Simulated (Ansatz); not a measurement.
**BN, first-principles data**

BN:
```yaml
crystal:
  lattice:
    - [2.31931, 0.00000, 0.00000]
    - [0.00000, 2.31931, 0.00000]
    - [0.00000, 0.00000, 2.31931]
  atoms:
    - { symbol: B, position: [0.00000, 0.00000, 0.00000] }
    - { symbol: N, position: [0.50000, 0.50000, 0.50000] }
```

Space group Pm-3m (No. 221), CsCl type; conventional cell a = 2.319 Å, b = 2.319 Å, c = 2.319 Å, α = 90.00°, β = 90.00°, γ = 90.00°.

Method: PBE (plane waves, PAW; program Ansatz). Structure relaxed to zero pressure with the same functional. Other levels are named where they apply.

Cell and energy:

```json
{
 "volume_per_atom": "6.24 Å³",
 "density": "3.30 g/cm³",
 "Formation energy from the elements (no fitted shifts)": "2.55 eV/atom"
}
```

Electronic structure:

```json
{
 "electronic_character": "metallic (no gap)",
 "Density of states at the Fermi level": "0.37 states/eV per atom (mean over ±0.08 eV)"
}
```

Mechanics:

```json
{
  "Bulk modulus (Birch–Murnaghan fit)": "241 GPa",
  "Pressure derivative B′": "4.6"
}
```

The start of the workflow was typed in or built on a structure type; neither database checked (COD, Materials Project) lists it. It is not the phase usual at ambient conditions (space group No. 186, 194, 216). The PBE relaxation kept the symmetry of its start; its stability against distortions is not shown here. The volume moved by 32 % from the start of the relaxation. Its formation energy is positive at this level, so the cell may be metastable or incomplete. The references are the lowest solids computed at this level, not always the standard phases (solids in place of the gases).

Potentials: the later of the program's two PAW sets.
